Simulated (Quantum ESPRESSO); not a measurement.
## Band energies of GaP

```
CELL_PARAMETERS angstrom
      0.00000     2.71997     2.71997
      2.71997     0.00000     2.71997
      2.71997     2.71997     0.00000
ATOMIC_POSITIONS crystal
  P  0.75000 0.75000 0.75000
  Ga 0.00000 0.00000 0.00000
```

PBEsol (Quantum ESPRESSO, PseudoDojo norm-conserving, 80 Ry, scalar-relativistic); path ΓXWKΓLUWLK,UX; energies in eV from the valence-band maximum.

```
k (1/Å)  point  band 5  band 6  band 7  band 8  band 9  band 10  band 11  band 12
-------  -----  ------  ------  ------  ------  ------  -------  -------  -------
0.00         Γ  -14.49  -12.56    0.00    0.00    0.00     1.78     3.82     3.82
0.21            -14.48  -12.42   -1.00   -0.39   -0.39     2.69     3.47     4.37
0.53            -14.48  -11.69   -3.32   -1.54   -1.54     2.23     3.79     6.33
0.84            -14.47  -10.48   -5.54   -2.42   -2.42     1.54     2.51     8.70
1.16         X  -14.46   -9.54   -6.83   -2.73   -2.73     1.51     1.71    10.56
1.50            -14.47   -9.48   -6.70   -3.36   -3.27     3.07     3.28     7.87
1.73         W  -14.48   -9.45   -6.62   -3.65   -3.50     4.60     4.85     6.03
1.87            -14.48   -9.49   -6.61   -3.83   -3.14     3.68     4.82     6.45
2.14         K  -14.47   -9.58   -6.62   -4.02   -2.29     2.07     4.73     8.19
2.24            -14.48   -9.72   -6.47   -4.14   -2.07     2.31     5.70     7.52
2.55            -14.48  -10.66   -5.46   -3.47   -1.22     3.10     5.63     5.80
2.86            -14.48  -11.74   -3.58   -1.95   -0.45     3.15     4.53     4.61
3.16            -14.48  -12.43   -1.15   -0.41   -0.06     2.48     3.88     3.95
3.37         Γ  -14.49  -12.56    0.00    0.00    0.00     1.78     3.82     3.82
3.47            -14.49  -12.53   -0.40   -0.04   -0.04     2.04     3.88     3.89
3.77            -14.48  -12.05   -3.03   -0.50   -0.50     2.26     4.53     4.53
3.97            -14.48  -11.47   -4.76   -0.83   -0.83     1.92     4.75     4.75
4.27            -14.48  -10.56   -6.57   -1.12   -1.12     1.62     4.66     4.66
4.37         L  -14.48  -10.46   -6.72   -1.14   -1.14     1.60     4.64     4.64
4.57            -14.48  -10.35   -6.65   -2.01   -1.33     2.37     4.42     5.09
4.87            -14.48   -9.87   -6.47   -3.80   -1.96     2.43     5.59     6.94
5.07         U  -14.47   -9.58   -6.62   -4.02   -2.29     2.07     4.73     8.19
5.18            -14.47   -9.56   -6.61   -4.00   -2.47     2.35     4.75     7.63
5.48         W  -14.48   -9.45   -6.62   -3.65   -3.50     4.60     4.85     6.03
5.79            -14.48   -9.85   -6.46   -3.68   -2.38     3.75     4.36     6.42
6.09            -14.48  -10.35   -6.65   -2.02   -1.35     2.41     4.35     5.14
6.30         L  -14.48  -10.46   -6.72   -1.14   -1.14     1.60     4.64     4.64
6.39            -14.48  -10.44   -6.71   -1.35   -1.18     1.80     4.57     4.73
6.65            -14.48  -10.15   -6.54   -3.02   -1.64     2.70     4.82     5.90
6.92            -14.47   -9.67   -6.54   -4.05   -2.17     2.20     5.26     7.67
7.01         K  -14.47   -9.58   -6.62   -4.02   -2.29     2.07     4.73     8.19
7.01         U  -14.47   -9.58   -6.62   -4.02   -2.29     2.07     4.73     8.19
7.11            -14.47   -9.53   -6.71   -3.73   -2.48     1.87     3.64     8.80
7.41         X  -14.46   -9.54   -6.83   -2.73   -2.73     1.51     1.71    10.56
```

The PBEsol gap is indirect, 1.47 eV, from Γ to 82 % of the way from Γ to X; the smallest direct gap is 1.78 eV.

Spin-orbit splittings are left out.

Geometry relaxed with PBEsol.
